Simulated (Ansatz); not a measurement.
## BN: calculated against measured nuclear parameters

Cell of run 1: a computed structure from the Materials Project (it need not be an observed phase), taken as it stands.

```cif
data_structure
_symmetry_space_group_name_H-M 'P 1'
_symmetry_Int_Tables_number 1
_cell_length_a 2.5016
_cell_length_b 2.5016
_cell_length_c 7.3693
_cell_angle_alpha 90.000
_cell_angle_beta 90.000
_cell_angle_gamma 120.000
_cell_volume 39.94
loop_
_atom_site_label
_atom_site_type_symbol
_atom_site_fract_x
_atom_site_fract_y
_atom_site_fract_z
_atom_site_occupancy
B1 B 0.66667 0.33333 0.75000 1
B2 B 0.33333 0.66667 0.25000 1
N3 N 0.00000 0.00000 0.75000 1
N4 N 0.00000 0.00000 0.25000 1
```

Sites (sets of like atoms) are named by element and the number of their first atom in this list.

All runs are DFT with Ansatz 0.2.0 (plane waves and PAW, scalar-relativistic unless spin–orbit coupling is named, Γ-centred meshes, Fermi–Dirac smearing) in this cell.

Run 1: PBE, atoms as given; 420 eV, 14×14×4 k-points, smearing 0.02 eV.
Run 2: r2SCAN, at the relaxed atoms; 500 eV, 14×14×4 k-points, smearing 0.02 eV.
Run 3: LDA, at the relaxed atoms; 420 eV, 14×14×4 k-points, smearing 0.02 eV.

Relaxed positions (PBE, cell held):

```
CELL_PARAMETERS angstrom
2.50164 0.00000 0.00000
-1.25082 2.16648 0.00000
0.00000 0.00000 7.36932
ATOMIC_POSITIONS crystal
B 0.66667 0.33333 0.75000
B 0.33333 0.66667 0.25000
N 0.00000 0.00000 0.75000
N 0.00000 0.00000 0.25000
```

10B: I = 3, Q = 84.59 mb; B-11: I = 3/2, Q = 40.59 mb; ¹⁴N: I = 1, Q = 20.44 mb (Pyykkö 2018). C_Q = eQV_zz/h.

Task: Give |C_Q| of 10B, |C_Q| of B-11, |C_Q| of ¹⁴N for each run, and set them against experiment.

Result: 

```
     quantity  unit  measured  run 1  run 2  run 3
 |C_Q| of 10B   MHz       6.1   5.71   5.98   5.77
|C_Q| of B-11   MHz       2.9   2.74   2.87   2.77
 |C_Q| of ¹⁴N   MHz       0.2  0.113  0.129  0.077
```

The runs' values of the |C_Q| of 10B lie within 4 % of one another and miss by -2 % to -6 %. The runs' values of the |C_Q| of B-11 lie within 4 % of one another and miss by -1 % to -5 %. For the |C_Q| of ¹⁴N, the closest is run 2 (-36 %), the farthest run 3 (-62 %).

**Where the measured values come from.**

“First-principles theory of extending the spin qubit coherence time in hexagonal boron nitride”, 2022, arXiv:2202.04346 quotes: |C_Q| of 10B 6.1 MHz; |C_Q| of B-11 2.9 MHz; |C_Q| of ¹⁴N about 0.2 MHz. On the |C_Q| of 10B: quoted in a theory paper, not measured there. On the |C_Q| of B-11: quoted in a theory paper, not measured there. On the |C_Q| of ¹⁴N: quoted in a theory paper, not measured there, to one digit only, so it can be off by a third.

The cell is a computed one and can differ from the measured cell by some per cent in volume. The runs hold the atoms at rest, while the measurements include thermal motion.
